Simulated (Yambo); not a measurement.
Yambo run on LiMgBN2 (space group I-4m2, No. 119). The wavefunctions come from this Quantum ESPRESSO step (PBEsol, PseudoDojo standard norm-conserving files, scalar-relativistic):

```
&CONTROL
  calculation = 'nscf'
  pseudo_dir = './pseudo'
  outdir = './out'
/
&SYSTEM
  ibrav = 0
  nat = 5
  ntyp = 4
  ecutwfc = 84.0
  ecutrho = 336.0
  occupations = 'fixed'
  force_symmorphic = .true.
  nbnd = 121
/
&ELECTRONS
  conv_thr = 5e-09
  diago_full_acc = .true.
  diago_thr_init = 1e-08
/
ATOMIC_SPECIES
Li 6.9400 Li.upf
B 10.8100 B.upf
N 14.0070 N.upf
Mg 24.3050 Mg.upf
CELL_PARAMETERS angstrom
 -1.909655000000   1.909655000000   4.443520000000
  1.909655000000  -1.909655000000   4.443520000000
  1.909655000000   1.909655000000  -4.443520000000
ATOMIC_POSITIONS crystal
Li   0.250000000000   0.750000000000   0.500000000000
B   0.500000000000   0.500000000000   0.000000000000
N   0.651260000000   0.651260000000   0.000000000000
N   0.348740000000   0.348740000000  -0.000000000000
Mg   0.750000000000   0.250000000000   0.500000000000
K_POINTS automatic
4 4 4 0 0 0
```

Yambo input:

```
rim_cut
gw0
dyson
el_el_corr
HF_and_locXC
ppa
em1d
RandQpts= 1000000
RandGvec= 1 Ry
EXXRLvcs= 84 Ry
VXCRLvcs= 336 Ry
Chimod= "HARTREE"
% BndsRnXp
 6 | 120 |
%
NGsBlkXp= 8 Ry
% LongDrXp
 1.0 | 1.0 | 1.0 |
%
PPAPntXp= 27.2114 eV
% GbndRnge
 1 | 120 |
%
GTermKind= "BG"
DysSolver= "n"
ExtendOut
% QPkrange
 1 | 1 | 13 | 14 |
 3 | 3 | 13 | 14 |
 6 | 6 | 13 | 14 |
 8 | 8 | 13 | 14 |
 13 | 13 | 13 | 14 |
%
```

k points by index: 1 = Γ, 3 = X, 6 = N, 8 = P, 13 = Z.

The o-*.qp file then holds:

```
#    K-point    Band    Eo [eV]    E [eV]    E-Eo [eV]    Vxc [eV]    Vnlxc [eV]    Sc|Eo [eV]    Sc|E [eV]    dSc/dw|Eo [eV]    Re(Z)    Im(Z)
#
    1    13    -1.370960    -2.621870    -1.250910    -14.92870    -19.14912    2.635501    2.969504    -7.264861    0.789277    -0.001429
    1    14    2.479616    3.131724    0.652108    -8.618535    -4.814797    -3.034350    -3.151630    -4.893149    0.847586    -0.001079
    3    13    -0.450402    -1.606992    -1.156591    -15.55650    -19.42958    2.415097    2.716484    -7.090035    0.793299    -0.001409
    3    14    4.952161    5.538190    0.586029    -7.048331    -3.104526    -3.255810    -3.357776    -4.733704    0.851816    -0.001097
    6    13    -0.634194    -1.770878    -1.136684    -15.67923    -19.62450    2.507705    2.808582    -7.201979    0.790719    -0.001422
    6    14    5.241551    6.327764    1.086213    -10.47509    -5.931201    -3.238076    -3.457677    -5.500831    0.831840    -0.001112
    8    13    -1.089534    -2.335901    -1.246367    -15.15326    -19.26832    2.540929    2.868700    -7.155312    0.791793    -0.001447
    8    14    5.150648    5.745557    0.594910    -7.093268    -3.191157    -3.203533    -3.307201    -4.740919    0.851624    -0.001080
    13    13    0.000000    -1.055940    -1.055940    -16.29472    -20.00916    2.380648    2.658499    -7.159351    0.791700    -0.001390
    13    14    3.391887    4.107163    0.715276    -8.630120    -4.782220    -3.004110    -3.132624    -4.888372    0.847712    -0.001071
```
(The two width columns are left out.) Convergence of these settings isn't established.

Geometry of the Materials Project entry, not relaxed at this level.

The structure is a Materials Project entry; no match was found in the copy of COD used, and its stability was not checked.
